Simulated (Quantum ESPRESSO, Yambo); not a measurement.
A free-standing CaI₂ monolayer (symmetry P-3m1, slab cell 16.5 Å high): one geometry, one set of PBEsol (pw.x of Quantum ESPRESSO, ONCV potentials, without SOC) orbitals, self-energies from Yambo (6×6×1 Γ-centred k mesh, 135 bands and a 6 Ry block in the screening, 135 bands in G with the Bruneval-Gonze terminator, plasmon pole fitted at 27.2 eV, slab-truncated Coulomb interaction, stochastic integration of W near q = 0).

```
level                                                        gap Γ → M (eV)  direct gap at (0, 0.333) (eV)
-----------------------------------------------------------  --------------  -----------------------------
PBEsol (Quantum ESPRESSO)                                              3.75                           4.37
exchange only (Hartree-Fock self-energy on PBEsol orbitals)           11.81                          12.79
G0W0@PBEsol, plasmon pole                                                 ?                              ?
```

Q: Some entries are withheld; supply them.

A: 
- G0W0@PBEsol, plasmon pole, gap Γ → M (eV): 6.82
- G0W0@PBEsol, plasmon pole, direct gap at (0, 0.333) (eV): 7.58

Bare exchange has no screening and gives the widest gap.

Nearest settings tried, and what they do to the gap: 85 bands in G: -10 meV; 85 bands in W, 85 bands in G: -12 meV; 3 Ry block (179 vectors against 511): -167 meV. Not varied: mesh, cell height. So the settings aren't converged at that level.

Geometry relaxed with PBEsol; primitive cell a = b = 4.436 Å, c = 16.500 Å, α = β = 90.00°, γ = 120.00°.

This is a model layer cut from the bulk structure; whether it is stable on its own was not checked.
